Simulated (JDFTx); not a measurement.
Reference run:

Pb(100) slab cut from bulk Pb (space group Fm-3m, indices of the conventional cell, lattice of the Materials Project entry mp-20483, not re-optimised): 5 atoms in 5 planes, a 1x1 cell of 12.45 Å² (|a| = 3.528, |b| = 3.528 Å), 10.0 Å between the outermost planes, cell height 26.0 Å, 6×6×1 k mesh, Fermi smearing 0.01 Ha, no spin polarisation.

The reference is PBE, GBRV ultrasoft potentials, plane waves to 20/100 Ha; code: a modified build of JDFTx. Unrelaxed; liquid: CANDLE, water, 1 M KCl. U vs SHE = −μ/e − 4.44 V throughout (conventional absolute potential of the hydrogen electrode).

```csv
Fermi smearing width,work function (eV),U_pzc (V),k states × plane waves,"cycles, vacuum run","rough core time, vacuum run"
0.02 Ha,___,___,10 × 9334,62,10 min
0.01 Ha,3.78,-1.01,10 × 9334,62,9 min
0.005 Ha,3.76,-1.03,10 × 9334,62,9 min
0.003 Ha,3.75,-1.04,10 × 9334,62,8 min
```

Task: Complete the blanks.

Result: 
- 0.02 Ha, work function (eV): 3.95
- 0.02 Ha, U_pzc (V): -0.88

Core times come from shared machines and are rough, one run each.
